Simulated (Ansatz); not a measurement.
# Zincblende alloy of GaAs and InP (26 of 32 As sites, 26 of 32 Ga sites exchanged), 64 atoms

Ansatz, PAW, plane waves. PBEsol relaxation of volume and atoms (shape held) at the single k point (½, ½, ½); single points on the relaxed atoms at the Γ point alone, onto which points of the small cell's zone fold. Arrangement: quasirandom. No spin–orbit coupling unless named.

Relaxed structure:

```cif
data_structure
_symmetry_space_group_name_H-M 'P 1'
_symmetry_Int_Tables_number 1
_cell_length_a 11.6814
_cell_length_b 11.6814
_cell_length_c 11.6814
_cell_angle_alpha 90.000
_cell_angle_beta 90.000
_cell_angle_gamma 90.000
_cell_volume 1593.98
loop_
_atom_site_label
_atom_site_type_symbol
_atom_site_fract_x
_atom_site_fract_y
_atom_site_fract_z
_atom_site_occupancy
In1 In 0.99724 0.00244 0.00081 1
In2 In 0.99752 0.00287 0.50020 1
In3 In 0.99567 0.49780 0.00148 1
In4 In 0.99446 0.49766 0.49696 1
In5 In 0.49693 0.99758 0.99941 1
In6 In 0.50510 0.99966 0.49655 1
In7 In 0.50695 0.49901 0.50067 1
In8 In 0.24813 0.24994 0.99718 1
In9 In 0.24937 0.24995 0.49990 1
In10 In 0.25642 0.74776 0.00027 1
In11 In 0.24765 0.75050 0.50040 1
In12 In 0.74806 0.74336 0.00507 1
In13 In 0.74533 0.74767 0.49733 1
In14 In 0.25223 0.99767 0.25037 1
In15 In 0.24830 0.99980 0.75250 1
In16 In 0.24746 0.50233 0.24785 1
In17 In 0.25446 0.50191 0.75198 1
In18 In 0.75162 0.99904 0.25306 1
In19 In 0.75095 0.00680 0.74663 1
In20 In 0.74997 0.50067 0.74886 1
In21 In 0.99318 0.25183 0.25043 1
In22 In 0.99526 0.25175 0.74916 1
In23 In 0.99714 0.74760 0.24993 1
In24 In 0.00018 0.75096 0.75009 1
In25 In 0.50677 0.25540 0.25365 1
In26 In 0.50236 0.24976 0.74910 1
Ga1 Ga 0.50520 0.50814 0.00352 1
Ga2 Ga 0.75368 0.25561 0.00294 1
Ga3 Ga 0.75119 0.25317 0.49756 1
Ga4 Ga 0.74584 0.49741 0.24927 1
Ga5 Ga 0.50538 0.74852 0.24530 1
Ga6 Ga 0.50160 0.74109 0.75226 1
P1 P 0.12413 0.12589 0.12707 1
P2 P 0.12374 0.12537 0.62657 1
P3 P 0.12292 0.62556 0.12219 1
P4 P 0.12278 0.62229 0.62447 1
P5 P 0.63238 0.13471 0.61420 1
P6 P 0.62073 0.61814 0.13399 1
P7 P 0.62018 0.62961 0.63181 1
P8 P 0.37648 0.37539 0.62372 1
P9 P 0.38325 0.86736 0.13211 1
P10 P 0.86172 0.37743 0.12661 1
P11 P 0.86635 0.36943 0.61806 1
P12 P 0.87410 0.87432 0.12540 1
P13 P 0.87353 0.87466 0.62287 1
P14 P 0.37691 0.12641 0.37429 1
P15 P 0.37447 0.12482 0.87394 1
P16 P 0.39023 0.62360 0.87676 1
P17 P 0.86725 0.13156 0.38262 1
P18 P 0.86811 0.13473 0.88263 1
P19 P 0.86510 0.61718 0.36647 1
P20 P 0.87544 0.62468 0.87470 1
P21 P 0.12405 0.37497 0.37341 1
P22 P 0.12298 0.37675 0.87345 1
P23 P 0.12163 0.87580 0.37500 1
P24 P 0.12513 0.87459 0.87841 1
P25 P 0.64046 0.37660 0.37752 1
P26 P 0.61974 0.86765 0.36530 1
As1 As 0.63262 0.13005 0.11840 1
As2 As 0.38167 0.38279 0.11774 1
As3 As 0.38325 0.86819 0.63324 1
As4 As 0.38313 0.63108 0.36867 1
As5 As 0.62594 0.37758 0.88817 1
As6 As 0.62120 0.86769 0.86770 1
```

Task: What are the mean bond lengths by pair (pairs within 1.2 times the sum of covalent radii, less contacts 15 % beyond the pair's median; cation–cation pairs of compounds aside; long ionic contacts are cut short by that bound)?

Result: As–Ga 2.454 ± 0.011 Å (standard deviation, 7 bonds); As–In 2.614 ± 0.012 Å (standard deviation, 17 bonds); Ga–P 2.396 ± 0.017 Å (standard deviation, 17 bonds); In–P 2.547 ± 0.014 Å (standard deviation, 87 bonds).

Task: What gap lies between the top filled and the lowest empty level in the single points?

Result: HSE06 1.38 eV (43 s on NVIDIA GB300); r²SCAN 0.99 eV (7.4 s on NVIDIA GB300).
